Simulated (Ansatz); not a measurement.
ZnF2:
```cif
data_F4Zn2
_chemical_formula_sum 'Zn2 F4'
_space_group_name_H-M_alt 'P42/mnm'
_space_group_IT_number 136
_space_group_name_Hall '-P 4n 2n'
_cell_length_a 4.80081
_cell_length_b 4.80081
_cell_length_c 3.17521
_cell_angle_alpha 90.000
_cell_angle_beta 90.000
_cell_angle_gamma 90.000
loop_
_atom_site_label
_atom_site_type_symbol
_atom_site_symmetry_multiplicity
_atom_site_Wyckoff_symbol
_atom_site_fract_x
_atom_site_fract_y
_atom_site_fract_z
_atom_site_occupancy
Zn1 Zn 2 a 0.00000 0.00000 0.00000 1
F1 F 4 f 0.30437 0.30437 0.00000 1
```

Relaxed with PBE. PBE in the plane-wave PAW code Ansatz gives a gap of 3.52 eV.

Task: What gap does HSE06 give on the same cell (Ansatz, PAW)?

Result: 5.99 eV, 2.47 eV more. The hybrid was solved on a coarser mesh and at special points; its gap is the smallest among all of these.

```json
[
 {"k": "Γ", "v1 PBE": "-0.01", "c1 PBE": "3.52", "v1 HSE06": "-0.08", "c1 HSE06": "5.99"},
 {"k": "Z", "v1 PBE": "-1.09", "c1 PBE": "8.11", "v1 HSE06": "___", "c1 HSE06": "___"},
 {"k": "M", "v1 PBE": "-0.25", "c1 PBE": "6.86", "v1 HSE06": "___", "c1 HSE06": "___"},
 {"k": "A", "v1 PBE": "-0.75", "c1 PBE": "7.95", "v1 HSE06": "___", "c1 HSE06": "___"},
 {"k": "R", "v1 PBE": "0.00", "c1 PBE": "8.56", "v1 HSE06": "0.00", "c1 HSE06": "11.39"},
 {"k": "X", "v1 PBE": "-0.30", "c1 PBE": "6.03", "v1 HSE06": "___", "c1 HSE06": "___"}
]
```

Task: Top valence (v1) and lowest conduction level (c1) in eV from each method's valence maximum (which need not be a listed point): supply the withheld HSE06 values.

Result: 
- Z, v1 HSE06: -1.15
- Z, c1 HSE06: 10.83
- X, v1 HSE06: -0.33
- X, c1 HSE06: 8.55
- A, v1 HSE06: -0.82
- A, c1 HSE06: 10.72
- M, v1 HSE06: -0.30
- M, c1 HSE06: 9.51

Cost on shared cores: the PBE run (SCF on a 6×6×9 mesh, then bands and DOS) about 50 core-seconds (a rough figure), the HSE06 run (SCF on 4×4×5, then a few points) very roughly 2.8 core-minutes; the tasks are unlike.

Space group P4_2/mnm (rutile). The PBE relaxation kept the symmetry of its start.

Potentials: the later of the program's two PAW sets.
